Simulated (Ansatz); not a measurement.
The relaxed structure here is a generated cell of Al: the first start was made by a random draw of sites in a space group, and the end was not matched to a known phase here, so it may be hypothetical. Known forms of Al include space group No. 225.

The end point of a relaxation of Al. Level of theory: r2SCAN (plane waves to 500 eV, PAW, scalar-relativistic; Ansatz, a quantum-chemistry and plane-wave program).

```
CELL_PARAMETERS angstrom
      2.70684     0.00000     0.00000
      0.00000     2.70684     0.00000
      0.00000     0.00000     2.70684
ATOMIC_POSITIONS crystal
  Al 0.50000 0.50000 0.50000
```

Question: Find the space group and the Wyckoff positions (tolerance 0.01 Å).

Answer: Space group Pm-3m (No. 221); a = b = c = 2.707 Å, α = β = γ = 90.00°

```json
[
 {"atom": "Al", "site": "1b", "symmetry": "m-3m", "x": "0.5000", "y": "0.5000", "z": "0.5000"}
]
```

This is the AFLOW prototype A_cP1_221_a (A_h).

Question: Give the shortest distances between elements (the closest pairs, up to four, under 3.6 Å).

Answer: Al–Al 2.71 Å.

```json
{
  "volume_per_atom": "19.83 Å³",
  "band_gap": "zero (metallic)"
}
```

No spin polarisation in the result.

The run could not lose the symmetry of its start: the end is stationary, and may be a saddle point rather than a minimum.
